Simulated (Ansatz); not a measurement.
A geometry of AlNi away from equilibrium: the start of the relaxation of a relaxed AlNi cell, doubled along one cell vector, shaken by Gaussian noise of σ = 0.08 Å a coordinate. Level of theory: r2SCAN (plane waves to 500 eV, PAW, scalar-relativistic; Ansatz, a program for electronic structure). Γ-centred k-mesh 14×14×7 on the run's cell (coarser than for final values), Fermi–Dirac smearing 0.05 eV.

```xyz
4
Lattice="1.3481 0.7783 3.8767 -1.3481 0.7783 3.8767 0.0000 -3.1134 7.7535" Properties=species:S:1:pos:R:3 pbc="T T T"
Al     0.1091    -0.0723    -0.0651
Al    -0.0773    -1.4667     3.8268
Ni    -0.0530    -0.0564     5.6908
Ni     0.0578    -1.4975     9.8194
```

Predict the force on each atom, in eV/Å.


| atom | Fx | Fy | Fz |
|---|---|---|---|
| Al1 | -0.91 | 1.33 | 0.38 |
| Al2 | 0.59 | -1.51 | 0.08 |
| Ni3 | 0.38 | 0.51 | 0.76 |
| Ni4 | -0.06 | -0.33 | -1.21 |

What is the pressure?

+3.7 GPa, compression positive.

How far above the relaxed end point is this geometry?

0.09 eV/atom; the path ends in R-3m (No. 166) (AFLOW prototype AB_hR2_166_a_b (L1_1, as in CuPt)).

No spin polarisation in the result. A magnetic state may lie lower.

The end of the path is a generated cell of AlNi: the first start was made by placing the elements on the sites of a structure type, and the end was not matched to a known phase here, so it may be hypothetical. Known forms of AlNi include space group No. 221.
